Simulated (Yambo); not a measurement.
Quantum ESPRESSO input (LDA, PseudoDojo standard norm-conserving files, scalar-relativistic) whose wavefunctions are converted with p2y:

```
&CONTROL
  calculation = 'nscf'
  pseudo_dir = './pseudo'
  outdir = './out'
/
&SYSTEM
  ibrav = 0
  nat = 12
  ntyp = 3
  ecutwfc = 76.0
  ecutrho = 304.0
  occupations = 'fixed'
  force_symmorphic = .true.
  nbnd = 178
/
&ELECTRONS
  conv_thr = 1.2000000000000002e-08
  diago_full_acc = .true.
  diago_thr_init = 1e-08
/
ATOMIC_SPECIES
H 1.0080 H.upf
Li 6.9400 Li.upf
B 10.8100 B.upf
CELL_PARAMETERS angstrom
  6.395170000000   0.000000000000   0.000000000000
  0.000000000000   2.815845000000   2.789495000000
  0.000000000000  -2.815845000000   2.789495000000
ATOMIC_POSITIONS crystal
H   0.594840000000   0.527330000000   0.163230000000
H   0.405160000000   0.163230000000   0.527330000000
H   0.905160000000   0.527330000000   0.163230000000
H   0.094840000000   0.163230000000   0.527330000000
H   0.750000000000   0.738910000000   0.773250000000
H   0.250000000000   0.773250000000   0.738910000000
H   0.750000000000   0.256410000000   0.810950000000
H   0.250000000000   0.810950000000   0.256410000000
Li   0.500000000000   0.005480000000   0.005480000000
Li   0.000000000000   0.005480000000   0.005480000000
B   0.750000000000   0.514750000000   0.981270000000
B   0.250000000000   0.981270000000   0.514750000000
K_POINTS automatic
1 2 2 0 0 0
```

Yambo's initialisation report on symmetry, reciprocal space, the k grid and the gaps on this mesh:

```
  [02.02] Symmetries
  ==================

  Inversion symmetry    : yes
  Spatial inversion     : no
  Inversion index       :  3
  K-space Time-reversal : yes
  Magnetic symmetries   : no
  Time-reversal derived K-space symmetries:   3   4
  Group table correct   : yes
  Symmetries units      :  [cc]

  [02.03] Reciprocal space
  ========================

  nG shells         :   8111
  nG charge         :   60739
  nG WFs            :   9051
  nC WFs            :   7601
  G-vecs. in first 80 shells:  [ Number ]
    1   3   7  15  17  19  21  25  29
    37   39   43   47   51   59   67   71   75
    83   91   95   99  107  109  117  125  133
   141  143  145  149  153  157  165  169  177
   181  189  193  195  199  203  207  215  223
   231  239  247  255  263  267  275  279  283
    291   295   303   307   311   319   327   335   343
    351   353   357   361   369   377   385   393   401
    409   413   417   421   429   437   445   453
  ...
  Shell energy in first 80 shells:  [ mHa ]
     0.0000  135.1537  351.8738  487.0274  540.6147  697.1312  710.3638  832.2849  845.5175
    892.488      1216.38      1237.75      1250.98      1407.50      1542.65      1568.26      1746.14      1772.60
    1881.29      1907.76      1913.51      1926.75      1948.11      2162.46      2286.75      2313.22      2514.33
    2623.88      2788.52      2841.46      2859.59      2872.82      2923.68      2962.52      2976.61      2988.98
    3166.86      3302.02      3329.14      3378.84      3382.07      3498.89      3538.59      3569.95      3634.04
    3673.74      3707.48      3730.72      3908.59      3935.06      4004.91      4039.50      4057.84      4075.97
    4079.20      4089.21      4383.25      4534.66      4614.06      4669.81      4715.27      4749.21      4754.97
    4786.34      4865.53      4950.98      5003.91      5075.28      5124.98      5151.44      5154.67      5217.41
    5329.32      5562.66      5575.90      5629.98      5661.35      5701.05      5751.04      5765.13
  ...

  [02.04] K-grid lattice
  ======================

  Compatible Grid is   : 2D
  Base K vectors       :  K_min[ 1 ]  K_min[ 2 ]  K_min[ 3 ]
  K_min[ 1 ] :   0.0000     -0.50000      0.55511E-16 [rlu]
  K_min[ 2 ] :   0.0000      0.55511E-16 -0.50000     [rlu]
  Grid dimensions      :  2  2
  K lattice UC volume  :  0.091467 [a.u.]

  IBZ K-points                                      :  3
  BZ  K-points                                      :   4

  K/Q-points units:
  rlu = crystal or reduced units; cc = cartesian coordinates; iku = interal k-units

  K [1]          [rlu]:  0.000000  0.000000  0.000000
         WF components:   7601
  K [2]          [rlu]:   0.0000      0.55511E-16 -0.50000
         WF components:   7598
  K [3]          [rlu]:  0.000000 -0.500000 -0.500000
         WF components:   7580

  [02.05] Energies & Occupations
  ==============================

  [X] === General ===
  [X] Electronic Temperature                        :  0.000000  0.000000 [eV K]
  [X] Bosonic    Temperature                        :  0.000000  0.000000 [eV K]
  [X] Finite Temperature mode                       : no
  [X] El. density                                   :  0.19907E+24 [cm-3]
  [X] Fermi Level                                   : -2.239460 [eV]

  [X] === Gaps and Widths ===
  [X] Conduction Band Min                           :  4.989123 [eV]
  [X] Valence Band Max                              :  0.000000 [eV]
  [X] Filled Bands                                  :  10
  [X] Empty Bands                                   :   11  178
  [X] Direct Gap                                    :  5.810758 [eV]
  [X] Direct Gap localized at k                     :  3
  [X] Indirect Gap                                  :  4.989123 [eV]
  [X] Indirect Gap between kpts                     :  2  3
  [X] Last valence band width                       :  0.821635 [eV]
  [X] 1st conduction band width                     :  2.363532 [eV]
```
The gaps are LDA values on this mesh alone; only operations without fractional translations are kept.

Geometry of the Materials Project entry, not relaxed at this level.
